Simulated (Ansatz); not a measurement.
Hf2SnC in space group P6_3/mmc (No. 194; Hf on 4f, Sn on 2d, C on 2a) at seven volumes, DFT-r²SCAN in the program Ansatz with PAW potentials, shape and atoms relaxed at each. One row is withheld.

```csv
V (Å³/atom),P (GPa)
15.759,16.97
16.279,10.40
16.799,4.74
17.318,0.01
17.838,-4.07
18.357,-7.52
18.877,?
```

Problem. Fit the shown pressures and predict the withheld one.

Solution. Third-order Birch–Murnaghan: P = (3/2)B₀(x^(7/2) − x^(5/2))[1 + (3/4)(B′ − 4)(x − 1)] with x = (V₀/V)^(2/3). Least squares on the six rows gives V₀ = 17.318 Å³/atom, B₀ = 146.5 GPa, B′ = 4.35. At V = 18.877, x = 0.9442 and P = -10.47 GPa. The run itself gave -10.40 GPa.

The first step of the workflow began from a Materials Project structure, measured or hypothetical; the Crystallography Open Database copy checked does not list it. Whether it is the stable phase at ambient conditions was not checked. Symmetry was held in the r²SCAN relaxation; its stability against distortions is not shown here. The run is not spin-polarised. Spin–orbit coupling is left out wherever it is not named.

Potentials: the later of the program's two PAW sets.
